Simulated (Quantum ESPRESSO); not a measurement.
pw.x input (Quantum ESPRESSO 7.5; LDA, PseudoDojo standard norm-conserving files, scalar-relativistic):

```
&CONTROL
  calculation = 'scf'
  pseudo_dir = './pseudo'
  outdir = './out'
  tprnfor = .true.
  tstress = .true.
/
&SYSTEM
  ibrav = 0
  nat = 2
  ntyp = 2
  ecutwfc = 86.0
  ecutrho = 344.0
  occupations = 'smearing'
  smearing = 'fd'
  degauss = 0.005
  nbnd = 22
/
&ELECTRONS
  conv_thr = 2e-10
/
ATOMIC_SPECIES
Se 78.9710 Se.upf
Hg 200.5920 Hg.upf
CELL_PARAMETERS angstrom
  0.000000000000   3.096325000000   3.096325000000
  3.096325000000   0.000000000000   3.096325000000
  3.096325000000   3.096325000000   0.000000000000
ATOMIC_POSITIONS crystal
Se   0.250000000000   0.250000000000   0.250000000000
Hg   0.000000000000   0.000000000000   0.000000000000
K_POINTS automatic
12 12 12 0 0 0
```

End of the output:

```

[...]
     the Fermi energy is     8.0120 ev
!    total energy              =    -575.82717649 Ry
     estimated scf accuracy    <          6.9E-11 Ry
     smearing contrib. (-TS)   =      -0.00006636 Ry
     internal energy E=F+TS    =    -575.82711013 Ry
     The total energy is F=E-TS. E is the sum of the following terms:
     one-electron contribution =    -352.81151071 Ry
     hartree contribution      =     180.41363975 Ry
     xc contribution           =    -102.55892326 Ry
     ewald contribution        =    -300.87031591 Ry
     convergence has been achieved in   9 iterations
     Forces acting on atoms (cartesian axes, Ry/au):
     atom    1 type  1   force =     0.00000000    0.00000000    0.00000000
     atom    2 type  2   force =     0.00000000   -0.00000000    0.00000000
     Total force =     0.000000     Total SCF correction =     0.000000
     Computing stress (Cartesian axis) and pressure
          total   stress  (Ry/bohr**3)                   (kbar)     P=      -32.00
  -0.00021750  -0.00000000  -0.00000000          -32.00       -0.00       -0.00
  -0.00000000  -0.00021750  -0.00000000           -0.00      -32.00       -0.00
  -0.00000000  -0.00000000  -0.00021750           -0.00       -0.00      -32.00
```

Spin-orbit coupling is not included.

Geometry of the Materials Project entry, not relaxed at this level.
